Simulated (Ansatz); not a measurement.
Cd (hcp, Mg type)

```xyz
2
Lattice="3.0159 0.0000 0.0000 -1.5080 2.6119 0.0000 0.0000 0.0000 5.8216" Properties=species:S:1:pos:R:3 pbc="T T T"
Cd     0.0000     1.7412     4.3662
Cd     1.5080     0.8706     1.4554
```

These are PBE (plane waves to 420 eV, PAW, scalar-relativistic; Ansatz, a program for electronic structure) values and carry that method's errors. DFPT wavenumbers on a 18×18×8 k mesh, in cm⁻¹ and rounded to 5; i marks imaginary ones, q is in fractions of the reciprocal vectors of the cell shown, and the three acoustic modes at Γ are left out. Cd was relaxed with its symmetry unable to fall. The PAW data are Ansatz's earlier set. The relaxed volume of Cd is well above the measured one; the method has no dispersion term.

Is the structure dynamically stable at Γ, M = (0.5, 0.0, 0.0), A = (0.0, 0.0, 0.5), L = (0.5, 0.0, 0.5)?

No imaginary mode at these points (lowest 25 cm⁻¹ at A = (0.0, 0.0, 0.5)); other wave vectors were not tested.

List the wavenumbers at Γ, M = (0.5, 0.0, 0.0), A = (0.0, 0.0, 0.5), L = (0.5, 0.0, 0.5), with degeneracies.


| q | wavenumbers (cm⁻¹) |
|---|---|
| Γ | 30 (×2), 80 |
| M = (0.5, 0.0, 0.0) | 30, 40, 70, 70, 135, 140 |
| A = (0.0, 0.0, 0.5) | 25 (×4), 55 (×2) |
| L = (0.5, 0.0, 0.5) | 25 (×2), 65 (×2), 140 (×2) |
